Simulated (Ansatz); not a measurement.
Ir:
```yaml
crystal:
  lattice:
    - [2.71932, 0.00000, 0.00000]
    - [-1.35966, 2.35500, 0.00000]
    - [0.00000, 0.00000, 31.06098]
  atoms:
    - { symbol: Ir, position: [0.33333, 0.66667, 0.75000] }
    - { symbol: Ir, position: [0.66667, 0.33333, 0.82167] }
    - { symbol: Ir, position: [0.00000, 0.00000, 0.89278] }
    - { symbol: Ir, position: [0.33333, 0.66667, 0.96430] }
    - { symbol: Ir, position: [0.66667, 0.33333, 0.03570] }
    - { symbol: Ir, position: [0.00000, 0.00000, 0.10722] }
    - { symbol: Ir, position: [0.33333, 0.66667, 0.17833] }
    - { symbol: Ir, position: [0.66667, 0.33333, 0.25000] }
    - { symbol: Ir, position: [0.33333, 0.66667, 0.32167] }
    - { symbol: Ir, position: [0.00000, 0.00000, 0.39278] }
    - { symbol: Ir, position: [0.66667, 0.33333, 0.46430] }
    - { symbol: Ir, position: [0.33333, 0.66667, 0.53570] }
    - { symbol: Ir, position: [0.00000, 0.00000, 0.60722] }
    - { symbol: Ir, position: [0.66667, 0.33333, 0.67833] }
```

Relaxed with r²SCAN.

**Question.** Map the electron localisation function on the plane through (0.333, 0.667, 0.750) spanned by u = [1, 1, 0] and v = [1, -1, 0] in lattice vectors, from plane-wave PAW r²SCAN (Ansatz code).

**Answer.** x is the fraction of u, y of v (the angle between them is 90°; rows are the nearest grid lines); atoms in the plane: Ir at (0.00, 0.00), Ir at (0.50, 0.50).
```
| -%@%=..:..=%@%- |
|=*@@#- .:. -#@@*=|
|@@@%+.  .  .+%@@@|
|@@%+:   .   :+%@@|
|++=:   ...   :=++|
|........ ........|
| ..:::.   .:::.. |
|::::..     ..::::|
|::...:=+++=:...::|
|:. .-*%@@@%*-. .:|
|:. :+%@@@@@%+: .:|
|:..-#@@*=*@@#-..:|
|:. -#@@*=*@@#- .:|
|.  .+%@@@@@%+.  .|
|.   :+%@@@%+:   .|
|..   :=+++=:   ..|
| ............... |
|  .:::.. ..:::.  |
|   ..:::::::..   |
|++=:...:::...:=++|
|@@%*-. .:. .-*%@@|
|@@@%+: .:. :+%@@@|
|=*@@#-..:..-#@@*=|
| -%@%=..:..=%@%- |
```
Scale: ten equal steps from 0.240 (start of ' ') to 0.676 (end of '@'), in the order ' .:-=+*#%@'; x runs from 0.000 to 1.00, y from 0.000 (bottom) to 1.00 (top).

The density is the valence pseudo-density with augmentation charge, so density and ELF within about 1 Å of a nucleus are not all-electron values.

Space group P6_3/mmc. The start of the workflow was typed in or built on a structure type; the Crystallography Open Database copy checked does not list it. It is not the phase usual at ambient conditions (space group No. 225). The cell was relaxed with r²SCAN under the symmetry of its start; whether a distortion lowers the energy is not shown. The run is not spin-polarised. Spin–orbit coupling is left out wherever it is not named.

Potentials: the later of the program's two PAW sets.
